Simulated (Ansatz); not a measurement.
Ge:
```yaml
crystal:
  lattice:
    - [5.95118, 0.00000, 0.00000]
    - [0.00000, 5.95118, 0.00000]
    - [0.00000, 0.00000, 7.08165]
  atoms:
    - { symbol: Ge, position: [0.08420, 0.08420, 0.00000] }
    - { symbol: Ge, position: [0.41580, 0.58420, 0.75000] }
    - { symbol: Ge, position: [0.91580, 0.91580, 0.50000] }
    - { symbol: Ge, position: [0.58420, 0.41580, 0.25000] }
    - { symbol: Ge, position: [0.16938, 0.37269, 0.24450] }
    - { symbol: Ge, position: [0.12731, 0.66938, 0.99450] }
    - { symbol: Ge, position: [0.83062, 0.62731, 0.74450] }
    - { symbol: Ge, position: [0.87269, 0.33062, 0.49450] }
    - { symbol: Ge, position: [0.66938, 0.12731, 0.00550] }
    - { symbol: Ge, position: [0.62731, 0.83062, 0.25550] }
    - { symbol: Ge, position: [0.33062, 0.87269, 0.50550] }
    - { symbol: Ge, position: [0.37269, 0.16938, 0.75550] }
```

Relaxed with r²SCAN. Special points in fractions of this cell's reciprocal vectors: Γ (0.000, 0.000, 0.000); X (0.000, 0.500, 0.000); M (0.500, 0.500, 0.000); Z (0.000, 0.000, 0.500); R (0.000, 0.500, 0.500); A (0.500, 0.500, 0.500).

List the band energies nearest the valence-band maximum at these points for r²SCAN in the plane-wave PAW code Ansatz.

In eV from the valence-band maximum; about four levels below and three above (degenerate sets whole), none deeper than 8.9 eV; points with the same levels are listed once.

| k | below | above |
|---|---|---|
| Γ | -1.03 -0.97 -0.97 -0.25 | 1.74 1.96 1.96 |
| X | -0.67 -0.67 -0.16 -0.16 | 1.53 1.53 2.50 2.50 |
| M | -0.52 -0.52 -0.19 -0.19 | 1.43 1.43 1.84 1.84 |
| Z | -1.19 -1.19 -0.78 -0.78 | 1.14 1.14 1.95 1.95 |
| R | -0.88 -0.88 -0.61 -0.61 | 1.13 1.13 1.56 1.56 |
| A | -1.09 -1.09 -1.09 -1.09 | 1.58 1.58 1.58 1.58 |

Space group P4_32_12. The first step of the workflow began from a Materials Project structure, measured or hypothetical; the Crystallography Open Database files this formula in space group No. 96, but the cells were not matched. It is not the phase usual at ambient conditions (space group No. 227). The cell was relaxed with r²SCAN under the symmetry of its start; its stability against distortions is not shown here. Spin–orbit coupling is left out wherever it is not named.

Potentials: the later of the program's two PAW sets.
